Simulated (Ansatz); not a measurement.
The start is a generated cell, La2O3 placed in the stibnite structure type. The structure is fully relaxed (lattice and positions, P = 0) with r2SCAN (plane waves to 500 eV, PAW, scalar-relativistic; Ansatz, a first-principles code). The first steps use a coarse 2×5×2 k-mesh.

Initial structure:
```
CELL_PARAMETERS angstrom
     10.27268     0.00000     0.00000
      0.00000     3.48699     0.00000
      0.00000     0.00000    10.22078
ATOMIC_POSITIONS crystal
  La 0.97063 0.25000 0.17398
  La 0.47063 0.25000 0.32602
  La 0.02937 0.75000 0.82602
  La 0.52937 0.75000 0.67398
  La 0.64939 0.25000 0.96397
  La 0.14939 0.25000 0.53603
  La 0.35061 0.75000 0.03603
  La 0.85061 0.75000 0.46397
  O  0.29220 0.25000 0.19181
  O  0.79220 0.25000 0.30819
  O  0.70780 0.75000 0.80819
  O  0.20780 0.75000 0.69181
  O  0.45040 0.25000 0.87700
  O  0.95040 0.25000 0.62300
  O  0.54960 0.75000 0.12300
  O  0.04960 0.75000 0.37700
  O  0.62460 0.25000 0.56110
  O  0.12460 0.25000 0.93890
  O  0.37540 0.75000 0.43890
  O  0.87540 0.75000 0.06110
```

**Question.** How large is the pressure on the unrelaxed cell, and of which sign?

**Answer.** -2.4 GPa (negative: the cell is under tension).

**Question.** Which atoms feel the largest initial force, and how large is it?

**Answer.** 3.16 eV/Å, on La5, La6, La7, La8 (atoms numbered as listed).

**Question.** How does the volume per atom move from start to end?

**Answer.** -13.0 %, from 18.31 to 15.92 Å³/atom.

**Question.** How do the shortest distances between atoms change?

**Answer.** The closest pairs of elements (up to four, under 3.6 Å), start → end: La–O 2.23 → 2.41 Å; O–O 3.11 → 2.77 Å; La–La 3.49 → 3.53 Å.

**Question.** Is the relaxed structure metallic? Give its gap.

**Answer.** 2.90 eV, direct within 0.03 eV (at Γ) (no spin-orbit coupling).

The space group stays Pnma (No. 62) (the run could not lower it); the end is AFLOW prototype A3B2_oP20_62_3c_2c (D5_8, as in Sb2S3), with 20 atoms in the primitive cell. Final values are on a 3×8×3 k-mesh of the relaxed cell. No spin polarisation in the result.

The run could not lose the symmetry of its start: the end is stationary, and may be a saddle point rather than a minimum.

The relaxed structure here is a generated cell of La2O3: the first start was made by placing the elements on the sites of a structure type, and the end was not matched to a known phase here, so it may be hypothetical. Known forms of La2O3 include space group No. 164.
